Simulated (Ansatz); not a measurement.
Relaxed-ion elastic tensor of AlInN2 (chalcopyrite, space group No. 122) in GPa (Voigt order), PBEsol (plane waves, PAW; program Ansatz); density 5.55 g/cm³, 12.70 Å³ per atom.

```
233  135  136  0.0  0.0  0.0
135  233  136  0.0  0.0  0.0
136  136  220  0.0  0.0  0.0
0.0  0.0  0.0  123  0.0  0.0
0.0  0.0  0.0  0.0  123  0.0
0.0  0.0  0.0  0.0  0.0  117
```

Is the crystal mechanically stable?

Yes: the smallest eigenvalue of C is 87.2 GPa.

Work out the Voigt, Reuss and Hill averages.

K_V = 167, K_R = 167, K_H = 167; G_V = 91.2, G_R = 73.5, G_H = 82.3 GPa.

Give Young's modulus, Poisson's ratio, Pugh's ratio and the universal anisotropy index.

E = 9KG/(3K + G) = 212 GPa; ν = 0.29; K/G = 2.03 (ductile by the Pugh limit of 1.75); A_U = 5G_V/G_R + K_V/K_R − 6 = 1.21.

Estimate the sound speeds and the Debye temperature.

v_l = √((K + 4G/3)/ρ) = 7060 m/s, v_t = √(G/ρ) = 3850 m/s, mean 4300 m/s; Θ = (h/k)(3n/4πV)^(1/3) v_m = 548 K.

Solve the Christoffel equation for the three sound speeds along x, y, z.

Eigenvalues of C_ijkl n_j n_l equal ρv² (piezoelectric stiffening left out). In km/s, slowest first: x 4.59, 4.71, 6.48; y 4.59, 4.71, 6.48; z 4.71, 4.71, 6.29.

How much does each axis shrink under pressure?

Linear compressibilities β_i = Σ_j S_ij (j = 1 to 3): x 1.9, y 1.9, z 2.2 per TPa.

Space group I-42d (chalcopyrite). The workflow started from a Materials Project entry (that database holds measured and hypothetical structures alike); the Crystallography Open Database copy checked does not list it. Its standing as an ambient phase is unchecked. The PBEsol relaxation kept the symmetry of its start; its stability against distortions is not shown here.

Potentials: the later of the program's two PAW sets.
